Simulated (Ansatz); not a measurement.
## Stiffness of LaHg from strained cells

```yaml
crystal:
  lattice:
    - [3.83700, 0.00000, 0.00000]
    - [0.00000, 3.83700, 0.00000]
    - [0.00000, 0.00000, 3.83700]
  atoms:
    - { symbol: La, position: [0.50000, 0.50000, 0.50000] }
    - { symbol: Hg, position: [0.00000, 0.00000, 0.00000] }
```

Atoms are numbered in the order listed.

Conventional cell: a = 3.837 Å, b = 3.837 Å, c = 3.837 Å, α = 90.00°, β = 90.00°, γ = 90.00°. La (atom 1) is surrounded by 8 Hg at 3.32 Å. Hg (atom 2) is surrounded by 8 La at 3.32 Å.

The cell is COD entry 1523850, as deposited and not checked against the literature; nothing was relaxed.

Spin–orbit coupling is left out, though it moves levels of the heavy atoms by tenths of an eV or more.

Level of theory: Ansatz 0.2.0, DFT, LDA, all-electron LAPW, scalar-relativistic.

The runs use a Γ-centred 11×11×11 k mesh, Fermi–Dirac smearing of 0.08 eV, basis error target 1 meV/atom, no spin polarisation.

The unstrained cell is at -1.88 GPa. Large strains and very small stresses are left out. Each strain is applied once, with fractional coordinates held (clamped ions), and σ below is the change of stress, positive in tension. One finite strain gives stress–strain coefficients at this pressure with an error of the order of the strain times third-order constants, a few per cent for each per cent of strain. In a metal the k mesh adds noise of tens of per cent to soft shears.

**Question.** With equal xy, yz and zx engineering shear strains of -1 %, the run gives σxy = -0.25 GPa and γxy = 2εxy = -0.0100. Which stiffness follows?

**Answer.** C44 (clamped ions) = σxy/γxy = 25 GPa.

**Question.** Estimate the stiffness probed by this change, and the stress that it gives: equal xy, yz and zx engineering shear strains of +1 %.

**Answer.** σxy = 0.22 GPa and γxy = 2εxy = 0.0100, so C44 (clamped ions) = σxy/γxy = 22 GPa.

**Question.** The two estimates of C44 (clamped ions) differ. Why, and which value is best?

**Answer.** Finite strains add third-order terms, and in a metal the k mesh adds noise; two strains on one mesh can't tell these apart, so neither value is shown to be the better.
